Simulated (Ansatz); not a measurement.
MgO with hydrogen replacing O: gradients before and after relaxing the atoms

Start: a supercell of MgO (rock salt type, Fm-3m) built from a refined structure from the COD (the entry's cell lengths or inner coordinates differ somewhat from later room-temperature determinations), with all atoms left at the host's positions.

Space group Fm-3m (No. 225); a = 12.6510 Å.

| site | Wyckoff | site symmetry | x | y | z |
| --- | --- | --- | --- | --- | --- |
| Mg1 | 32f | .3m | 0.3333 | 0.8333 | 0.8333 |
| Mg2 | 24e | 4m.m | 0.5000 | 0.0000 | 0.8333 |
| Mg6 | 48h | m.m2 | 0.8333 | 0.1667 | 0.0000 |
| Mg27 | 4a | m-3m | 0.0000 | 0.5000 | 0.5000 |
| H | 4b | m-3m | 0.5000 | 0.0000 | 0.0000 |
| O29 | 48i | m.m2 | 0.6667 | 0.1667 | 0.0000 |
| O32 | 32f | .3m | 0.8333 | 0.1667 | 0.1667 |
| O42 | 24e | 4m.m | 0.0000 | 0.5000 | 0.3333 |

One atom of each set is listed; the run and its k-mesh use a cell of 54 atoms with edges of 8.95, 8.95, 8.95 Å.

Method: Kohn–Sham DFT in Ansatz, PBE, plane waves and PAW, scalar-relativistic, 420 eV cutoff, Γ-centred 3×3×3 k-points, Fermi–Dirac smearing 0.01 eV, cell charge +1.

The largest force at the start is 1.7 eV/Å. Relaxing the ions at fixed cell moves them by 0.090 Å at most (atom 5, Mg) and 0.033 Å rms.

```tsv
site	moved (Å)	first shell before	first shell after	V_zz before (10²¹ V/m²)	η before
Mg1	0.003	6 O at 2.11 Å	6 O at 2.11 Å	<0.005	–
Mg2	0.090	5 O at 2.11 Å, 1 H at 2.11 Å	5 O at 2.03–2.09 Å, 1 H at 2.20 Å	1.63	0.00
Mg6	0.004	6 O at 2.11 Å	6 O at 2.11–2.13 Å	-0.14	0.63
H	0.000	6 Mg at 2.11 Å	6 Mg at 2.20 Å	0.00	–
O29	0.029	6 Mg at 2.11 Å	6 Mg at 2.09–2.13 Å	1.87	0.07
O32	0.003	6 Mg at 2.11 Å	6 Mg at 2.11 Å	-0.32	0.00
O42	0.011	6 Mg at 2.11 Å	6 Mg at 2.03–2.11 Å	0.14	0.00
```

Question: What are V_zz and η after the relaxation?

Answer: 

| site | V_zz after | η after | change of V_zz |
| --- | --- | --- | --- |
| Mg1 | -0.071 | 0.00 | -0.07 |
| Mg2 | 1.24 | 0.00 | -0.39 |
| Mg6 | -0.23 | 0.18 | -0.09 |
| H | 0.00 | – | 0.00 |
| O29 | 0.88 | 0.64 | -0.99 |
| O32 | -0.19 | 0.00 | +0.13 |
| O42 | -0.21 | 0.00 | -0.35 |

The largest change of V_zz is on O29, from 1.87 to 0.88. In per cent, |V_zz| changes by -24 on Mg, -53 on O (all sites that start above 0.5). Where |V_zz| stays above 0.1, η moves most on O29, from 0.07 to 0.64. V_zz changes sign on O42 (same axis). Other sites without a gradient aren't listed.

The defect repeats with the cell of 54 atoms, so it feels its images: sites between two images don't show the values beside a lone defect, and zeros or small values of η there can come from the images' arrangement. A uniform background compensates the cell's charge. The cell keeps the host's lattice, where the PBE pressure is 6 GPa (in a charged cell this depends on the convention for the mean potential).
Before: The neighbours have not yet relaxed around the defect (largest force 1.7 eV/Å), so a real crystal will differ.
After: The relaxation keeps the site symmetry m-3m of the start, so the impurity can't leave its site; a start off the site could end lower.
